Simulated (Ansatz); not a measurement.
## CsCl-type GdRe

The computed numbers are results of PBE, scalar-relativistic (collinear spin) in the plane-wave PAW code Ansatz at 420 eV, 10×10×10 k-mesh, Gaussian smearing of 0.05 eV; PAW files: Ansatz's generated set soft_2.

```
Gd Re
1.0
     3.45990    0.00000    0.00000
     0.00000    3.45990    0.00000
     0.00000    0.00000    3.45990
Gd Re
1 1
Direct
  0.00000 0.00000 0.00000
  0.50000 0.50000 0.50000
```

The cell came from substitution into a structure type; no database entry of this phase was matched, which doesn't show that none exists.

Magnetic state: ferromagnetic, site spin moments Gd 6.92; Re -0.63 μB.

The cell above was scaled in volume, its shape and atoms being fixed by the lattice's symmetry. Energies are counted from the cell above.

The cell is relaxed to zero pressure at this level.

```json
{"V (Å³/atom)": "19.57", "ΔE (meV/atom)": "23.3", "P (GPa)": "7.0", "largest moment (μB)": "6.90"}
{"V (Å³/atom)": "19.88", "ΔE (meV/atom)": "11.9", "P (GPa)": "4.9", "largest moment (μB)": "6.91"}
{"V (Å³/atom)": "20.29", "ΔE (meV/atom)": "2.8", "P (GPa)": "2.3", "largest moment (μB)": "6.91"}
{"V (Å³/atom)": "20.71", "ΔE (meV/atom)": "0.0", "P (GPa)": "0.0", "largest moment (μB)": "6.92"}
{"V (Å³/atom)": "21.12", "ΔE (meV/atom)": "?", "P (GPa)": "?", "largest moment (μB)": "?"}
{"V (Å³/atom)": "21.54", "ΔE (meV/atom)": "10.6", "P (GPa)": "-3.9", "largest moment (μB)": "6.92"}
{"V (Å³/atom)": "22.16", "ΔE (meV/atom)": "30.6", "P (GPa)": "-6.3", "largest moment (μB)": "6.93"}
{"V (Å³/atom)": "22.78", "ΔE (meV/atom)": "59.2", "P (GPa)": "-8.4", "largest moment (μB)": "6.94"}
```

**Question.** Fill in the withheld row.

**Answer.** ΔE (meV/atom): 2.7, P (GPa): -2.1, largest moment (μB): 6.92.

**Question.** What do the points give for the equilibrium volume, the bulk modulus and its pressure derivative (third-order Birch–Murnaghan)?

**Answer.** V0 = 20.70 Å³/atom, B0 = 109 GPa, B0′ = 4.5.

B0·V0 = 108.7 GPa × 20.70 Å³ = 14.04 eV/atom sets the scale: near the minimum ΔE ≈ ½ B0 V0 x², with x = V/V0 − 1, and a pressure of 1.1 GPa squeezes the volume by about 1 %. At the ends of the curve: x = −5.5 % predicts 21.0 meV/atom and the run gives 23.3; x = +10.0 % predicts 70.6 meV/atom and the run gives 59.2. Compression costs more and expansion less than the parabola says, since the crystal stiffens as it shrinks; B0′ measures that.

Without a U the 4f levels of Gd lie too near the Fermi level, so their share of the states there, and what hangs on it, is overstated. For elements this heavy, spin–orbit coupling would shift levels and gaps; it isn't included here. The run wasn't fully tested for a lower electronic state. Site moments are of spin, integrated over atomic spheres. The moments were started parallel, and the real magnetic order may be another. The run is a metal.
